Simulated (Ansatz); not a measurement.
Ti2AlB2:
```cif
data_AlB2Ti2
_chemical_formula_sum 'Ti2 Al1 B2'
_space_group_name_H-M_alt 'P 1'
_space_group_IT_number 1
_cell_length_a 3.00643
_cell_length_b 3.00643
_cell_length_c 7.66894
_cell_angle_alpha 90.000
_cell_angle_beta 90.000
_cell_angle_gamma 120.000
loop_
_space_group_symop_operation_xyz
  'x, y, z'
loop_
_atom_site_label
_atom_site_type_symbol
_atom_site_fract_x
_atom_site_fract_y
_atom_site_fract_z
_atom_site_occupancy
Ti1 Ti 0.33333 0.66667 0.70382 1
Ti2 Ti 0.33333 0.66667 0.29618 1
Al1 Al 0.00000 0.00000 0.00000 1
B1 B 0.00000 0.00000 0.50000 1
B2 B 0.66667 0.33333 0.50000 1
```

Relaxed with r²SCAN.

**Question.** Tabulate the valence density and the electron localisation function along the shortest Ti–B contact (2.34 Å), DFT-r²SCAN in the program Ansatz with PAW potentials.

**Answer.** 

```csv
distance from Ti (Å),density (e/Å³),ELF
0.23,10.41,0.65
0.35,8.39,0.72
0.47,5.94,0.74
0.58,3.61,0.70
0.70,1.89,0.55
0.82,0.93,0.32
0.93,0.52,0.14
1.05,0.38,0.11
1.17,0.35,0.19
1.28,0.38,0.36
1.40,0.43,0.52
1.52,0.51,0.60
1.64,0.59,0.58
1.75,0.67,0.48
1.87,0.70,0.30
1.99,0.66,0.11
2.10,0.53,0.02
```

The density is the valence pseudo-density with augmentation charge, so density and ELF within about 1 Å of a nucleus are not all-electron values.

Space group P-6m2. The start of the workflow was typed in or built on a structure type; neither database checked (COD, Materials Project) lists it. Whether it is the stable phase at ambient conditions was not checked. The cell was relaxed with r²SCAN under the symmetry of its start; whether a distortion lowers the energy is not shown. No spin polarisation was allowed.

Potentials: the earlier of the program's two PAW sets. The files were generated under PBE; for other functionals the program regenerates the frozen cores, and for LDA and PBEsol the local potential too.
